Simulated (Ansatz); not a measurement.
A trial cell of MnAlC₄N₄, before relaxation:

```
Mn Al C N
1.0
     5.85491    0.00000    0.00000
     0.00000    5.85491    0.00000
     0.00000    0.00000    5.85491
Mn Al C N
1 1 4 4
Direct
  0.00000 0.00000 0.00000
  0.50000 0.50000 0.50000
  0.19111 0.19111 0.19111
  0.19111 0.80889 0.80889
  0.80889 0.19111 0.80889
  0.80889 0.80889 0.19111
  0.30648 0.30648 0.30648
  0.30648 0.69352 0.69352
  0.69352 0.30648 0.69352
  0.69352 0.69352 0.30648
```

Level of theory: DFT PBE, scalar-relativistic, plane waves, PAW in Ansatz. Cutoff 420 eV, Gaussian smearing, Γ-centred meshes. Cell and atoms relax first on a coarse mesh and then on a finer one. In between, the cell is made exact in the group found at 0.06 Å. In metals the finer mesh still leaves noise of several meV/atom or more. The steps can't lower the symmetry of their start. Collinear spin, starting moments Mn 4.0 μB.

A guess keeps its type if space group and coordination stay and the shape of the cell changes little (axis ratios within about 15 %, angles within 6°); the volume may change.

Question: Will the relaxed cell still be of the starting type?

Answer: It keeps its type. The symmetry stays P-43m (No. 215). The volume per atom shrinks by 4.4 %, from 20.1 to 19.2 Å³. The shortest distance goes from 1.17 Å (C–N) to 1.18 Å (C–N). Counting neighbours within 15 % of an atom's shortest distance, the start has Al 4, C 1, Mn 4, N 1 and the end Al 4, C 1, Mn 4, N 1.

Formation energies are uncorrected and refer to the elements' standard structures at the same level (N₂ as a molecule).

Question: At what energy does it end?

Answer: +0.12 eV/atom. It can't be a ground state, since the elements alone are lower.

The last run used collinear spin, an 8×8×8 mesh for its 10-atom cell and Gaussian smearing of 0.10 eV. In such compounds of Mn a zero gap at this level may well be an artefact, since no Hubbard U is applied. The reference form of C is held partly by dispersion forces, which this level lacks. The magnetic state reached may not be the lowest. Symmetry constrained the relaxation, so the result can be a saddle point.
